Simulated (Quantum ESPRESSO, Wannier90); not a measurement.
# Wannierisation of CsPbCl₃ (R32)

Cell from Materials Project (mp-675022), symmetrised, no further relaxation. Not found in the COD (Crystallography Open Database) copy used, which has the formula in other groups; not checked further. Method: PBEsol plane waves in Quantum ESPRESSO 7.5 (PseudoDojo norm-conserving files, 50 Ry, no spin polarisation, no spin-orbit coupling), Bloch states on a 6×6×6 mesh through Γ, Wannier90 4.0.1. Density: 6×6×6 mesh, cold smearing 0.01 Ry. Spin-orbit coupling is left out although heavy elements are present.

```
begin unit_cell_cart
ang
    4.0031550324    2.3112226355    3.2955570000
   -4.0031550324    2.3112226355    3.2955570000
    0.0000000000   -4.6224452711    3.2955570000
end unit_cell_cart
mp_grid = 6 6 6
```

Question: Which shells of neighbouring k-points and which b-vectors and weights does Wannier90 pick for this cell and mesh?

Answer: 
```
 *---------------------------------- K-MESH ----------------------------------*
 +----------------------------------------------------------------------------+
 |                    Distance to Nearest-Neighbour Shells                    |
 |                    ------------------------------------                    |
 |          Shell             Distance (Ang^-1)          Multiplicity         |
 |          -----             -----------------          ------------         |
 |             1                   0.184471                      6            |
 |             2                   0.260167                      6            |
 |             3                   0.261593                      6            |
 |             4                   0.317760                      2            |
 |             5                   0.320094                      6            |
 |             6                   0.368941                      6            |
 |             7                   0.411585                     12            |
 |             8                   0.413390                     12            |
       ... (lines left out)
 +----------------------------------------------------------------------------+
 | The b-vectors are chosen automatically                                     |
 | The following shells are used:                       1,  2                 |
 +----------------------------------------------------------------------------+
 |                        Shell   # Nearest-Neighbours                        |
 |                        -----   --------------------                        |
 |                          1               6                                 |
 |                          2               6                                 |
 +----------------------------------------------------------------------------+
 | Completeness relation is fully satisfied [Eq. (B1), PRB 56, 12847 (1997)]  |
 +----------------------------------------------------------------------------+
 |                  b_k Vectors (Ang^-1) and Weights (Ang^2)                  |
 |                  ----------------------------------------                  |
 |            No.         b_k(x)      b_k(y)      b_k(z)        w_b           |
 |            ---        --------------------------------     --------        |
 |             1         0.000000   -0.151031    0.105920    14.532484        |
 |             2        -0.130797    0.075515    0.105920    14.532484        |
 |             3         0.130797    0.075515    0.105920    14.532484        |
 |             4         0.000000    0.151031   -0.105920    14.532484        |
 |             5         0.130797   -0.075515   -0.105920    14.532484        |
 |             6        -0.130797   -0.075515   -0.105920    14.532484        |
 |             7        -0.130797   -0.075515    0.211840     0.080792        |
 |             8         0.130797   -0.075515    0.211840     0.080792        |
 |             9         0.000000    0.151031    0.211840     0.080792        |
 |            10         0.130797    0.075515   -0.211840     0.080792        |
 |            11        -0.130797    0.075515   -0.211840     0.080792        |
 |            12         0.000000   -0.151031   -0.211840     0.080792        |
```
